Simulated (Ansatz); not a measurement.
CdS (wurtzite, P6_3mc), DFT-PBEsol in the program Ansatz with PAW potentials. The conduction-band minimum lies at Γ, with 1 equivalent valley. Second derivatives d²E/dk² of the lowest band at one valley (eV·Å²), along Cartesian directions:

```tsv
direction	d²E/dk²
[100]	62.63
[010]	62.63
[001]	66.92
[110]	62.63
[101]	64.80
[011]	64.80
```

Find the principal effective masses, the density-of-states mass and the conductivity mass.

Off-diagonal terms follow from H_xy = H[110] − (H_xx + H_yy)/2, and m*/mₑ = 7.620 eV·Å² over each eigenvalue: 0.11, 0.12, 0.12. One valley's DOS mass (m₁m₂m₃)^(1/3) = 0.12, conductivity mass 3/(Σ 1/mᵢ) = 0.12 mₑ.

What effective density of states Nc follows at 300 K for parabolic valleys?

Nc = 2.509e19 × 1 × (0.12)^(3/2) ≈ 1.0e18 cm⁻³.

The PBEsol relaxation kept the symmetry of its start. Spin–orbit coupling is left out wherever it is not named.

Potentials: the earlier of the program's two PAW sets. The files were generated under PBE; for other functionals the program regenerates the frozen cores, and for LDA and PBEsol the local potential too.

Edges and masses are those of Kohn–Sham bands, whose gap is no quasiparticle gap.
